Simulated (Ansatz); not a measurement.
MgO:
```xyz
4
Lattice="3.2750 0.0000 0.0000 -1.6375 2.8362 0.0000 0.0000 0.0000 4.9039" Properties=species:S:1:pos:R:3 pbc="T T T"
Mg     0.0000     1.8908     0.0062
Mg     1.6375     0.9454     2.4582
O      0.0000     1.8908     1.9779
O      1.6375     0.9454     4.4298
```

Relaxed with LDA. Special points in fractions of this cell's reciprocal vectors: Γ (0.000, 0.000, 0.000); M (0.500, 0.000, 0.000); K (0.333, 0.333, 0.000); A (0.000, 0.000, 0.500); L (0.500, 0.000, 0.500); H (0.333, 0.333, 0.500).

Question: List the band energies nearest the valence-band maximum at these points for plane-wave PAW LDA (Ansatz code).

Answer: In eV from the valence-band maximum; about four levels below and three above (degenerate sets whole), none deeper than 8.9 eV; … stands for higher levels left out; points with the same levels are listed once.

| k | below | above |
|---|---|---|
| Γ | -0.85 -0.85 -0.49 -0.49 0.00 | 3.54 8.57 10.46 |
| M | -1.87 -1.40 -0.89 -0.55 | 7.70 8.07 9.28 |
| K | -2.06 -2.06 -1.36 -1.29 -1.29 | 8.21 8.24 … |
| A | -0.68 -0.68 -0.68 -0.68 | 6.08 6.08 … |
| L | -1.00 -1.00 -0.76 -0.76 | 7.32 7.32 … |
| H | -2.25 -2.25 -0.41 -0.41 | 8.41 8.41 … |

Space group P6_3mc (wurtzite). The workflow started from a Materials Project entry (that database holds measured and hypothetical structures alike); the Crystallography Open Database copy checked does not list it. It is not the phase usual at ambient conditions (space group No. 225). The LDA relaxation kept the symmetry of its start; phonons on a q-mesh show no instability.

Potentials: the later of the program's two PAW sets.
